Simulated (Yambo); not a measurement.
Yambo run on BaMgH4 (space group Cmcm, No. 63). The wavefunctions are PBEsol (pw.x of Quantum ESPRESSO, ONCV potentials, scalar-relativistic) ones on a 4×4×2 mesh (24 occupied bands); a = 7.185 Å, b = 7.185 Å, c = 5.688 Å, α = 90.00°, β = 90.00°, γ = 146.08°.

Yambo input:

```
rim_cut
gw0
dyson
el_el_corr
HF_and_locXC
ppa
em1d
RandQpts= 1000000
RandGvec= 1 Ry
EXXRLvcs= 84 Ry
VXCRLvcs= 336 Ry
Chimod= "HARTREE"
% BndsRnXp
 9 | 83 |
%
NGsBlkXp= 6 Ry
% LongDrXp
 1.0 | 1.0 | 1.0 |
%
PPAPntXp= 27.2114 eV
% GbndRnge
 1 | 172 |
%
GTermKind= "BG"
DysSolver= "n"
ExtendOut
% QPkrange
 9 | 9 | 25 | 25 |
 13 | 13 | 24 | 25 |
%
```

k points by index: 9 = (0.25, -0.5, 0), 13 = (-0.5, -0.5, 0).

Resulting energies as the program prints them:

```
#    K-point    Band    Eo [eV]    E [eV]    E-Eo [eV]    Vxc [eV]    Vnlxc [eV]    Sc|Eo [eV]    Sc|E [eV]    dSc/dw|Eo [eV]    Re(Z)    Im(Z)
#
    9    25    2.211002    2.976999    0.765997    -8.407509    -4.163940    -3.313176    -3.477571    -5.838883    0.823331    -0.001450
    13    24    0.000000    -0.784386    -0.784386    -11.40970    -14.36553    1.962572    2.171451    -7.245077    0.789729    -0.001663
    13    25    2.509196    3.317105    0.807909    -9.102794    -4.709687    -3.408834    -3.585198    -5.939049    0.820843    -0.001457
```
(The two width columns are left out.) Convergence of these settings isn't established.

Geometry of the Materials Project entry, not relaxed at this level.

The structure is a Materials Project entry; no match was found in the copy of COD used, and its stability was not checked.
